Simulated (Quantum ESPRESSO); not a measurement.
```xyz
12
Lattice="4.9235 0.0000 0.0000 0.0000 4.9235 0.0000 0.0000 0.0000 4.9235" Properties=species:S:1:pos:R:3 pbc="T T T"
Li     1.3011     1.3011     3.6223
Li     1.3011     3.6223     3.6223
S      0.0000     0.0000     0.0000
Li     1.3011     3.6223     1.3011
Li     1.3011     1.3011     1.3011
O      0.0000     2.4617     2.4617
Li     3.6223     1.3011     1.3011
Li     3.6223     3.6223     1.3011
O      2.4617     0.0000     2.4617
Li     3.6223     3.6223     3.6223
Li     3.6223     1.3011     3.6223
O      2.4617     2.4617     0.0000
```
The cell was made here from a computed Materials Project entry: one of 4 O replaced by S, cell and atoms relaxed (PBE without dispersion, pw.x of a modified build of Quantum ESPRESSO, symmetry kept). The parent is Li2O in Fm-3m. The swapped cell is a model, not a known phase. Stability against distortions was not tested.

A lattice sum over point charges, one formal value an element (Li +1, O -2, S -2), with no Sternheimer factor, costs far less than a self-consistent run. Taken along the main axis of each site's self-consistent tensor, it gives:

| site | V along that axis, point charges (a.u.) |
|---|---|
| O (atoms 6, 9, 12) | 0.024 |

Question: How do the values of the PAW reconstruction of the field gradient on a scalar-relativistic PBE ground state (Quantum ESPRESSO, JTH datasets) compare?

Answer: 
```
site  Vzz, PAW (a.u.)  PAW over point charges
----  ---------------  ----------------------
O               0.283                      12
```
  Cores are frozen. Against all-electron runs on small test molecules, this scheme's |Vzz| missed by −2 to +6 % on O.
